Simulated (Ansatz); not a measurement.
Au:
```
CELL_PARAMETERS angstrom
      0.00000     2.07869     2.07869
      2.07869     0.00000     2.07869
      2.07869     2.07869     0.00000
ATOMIC_POSITIONS crystal
  Au 0.00000 0.00000 0.00000
```

Relaxed with PBE. Special points in fractions of this cell's reciprocal vectors: Γ (0.000, 0.000, 0.000); X (0.500, 0.000, 0.500); U (0.625, 0.250, 0.625); K (0.375, 0.375, 0.750); L (0.500, 0.500, 0.500); W (0.500, 0.250, 0.750).

List the band energies nearest the Fermi level at these points for PBE in the plane-wave PAW code Ansatz.

In eV from the Fermi level; about four levels below and three above (degenerate sets whole), none deeper than 8.9 eV; … stands for higher levels left out; points with the same levels are listed once.

```tsv
k	below	above
Γ	-4.54 -4.54 -4.54 -3.15 -3.15	14.43 …
X	-6.43 -2.09 -1.76 -1.76	1.04 5.24 …
U	-5.57 -3.73 -2.88 -2.16	3.55 4.42 …
L	-4.57 -4.57 -2.05 -2.05 -0.85	2.68 …
W	-4.95 -4.95 -3.28 -1.76	4.32 …
```

Space group Fm-3m (fcc (Cu type)). Symmetry was held in the PBE relaxation. Spin–orbit coupling is left out wherever it is not named.

Potentials: the earlier of the program's two PAW sets.
